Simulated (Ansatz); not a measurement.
Start of a relaxation of ScB4:

```xyz
5
Lattice="3.3663 0.0000 0.0000 0.0000 3.3663 0.0000 0.0000 0.0000 4.1477" Properties=species:S:1:pos:R:3 pbc="T T T"
Sc    0.0000    0.0000    2.0738
B     1.6831    0.0000    0.0000
B     0.0000    1.6831    0.0000
B     1.6831    1.6831    0.0000
B     1.6831    1.6831    2.0738
```

Method: Ansatz 0.2.0, DFT PBE, scalar-relativistic, plane waves, PAW. Cutoff 420 eV, Gaussian smearing, Γ-centred meshes. Cell and atoms relax first on a coarse mesh and then on a finer one. In between, the cell is made exact in the group found at 0.06 Å. In metals the finer mesh still leaves noise of several meV/atom or more. The steps can't lower the symmetry of their start. No spin polarisation in the relaxation; trial moments died out in a coarse test.

A guess keeps its type if space group and coordination stay and the shape of the cell changes little (axis ratios within about 15 %, angles within 6°); the volume may change.

Problem. Does it keep its structure type, or change into something else?

Solution. It keeps its type. The symmetry stays P4/mmm (No. 123). The volume per atom grows by 2.4 %, from 9.4 to 9.6 Å³. The shortest distance stays 1.68 Å (B–B). The ratio c/a of the conventional cell changes by a factor of 1.03. Counting neighbours within 15 % of an atom's shortest distance, the start has B 2/4/6, Sc 12 and the end B 2/4/6, Sc 12.

Energies over the elements count from the elements' standard structures at the same level, with no fitted energy shifts.

Problem. At what energy does it end?

Solution. +0.80 eV/atom. The separate elements lie lower, so it is unstable against them.

The last run used a 12×12×10 mesh (in the run's order of axes) for its 5-atom cell and Gaussian smearing of 0.10 eV. A structure relaxed within its symmetry needn't be a true minimum.

In counts of neighbours, a slash parts the counts of unlike sites.
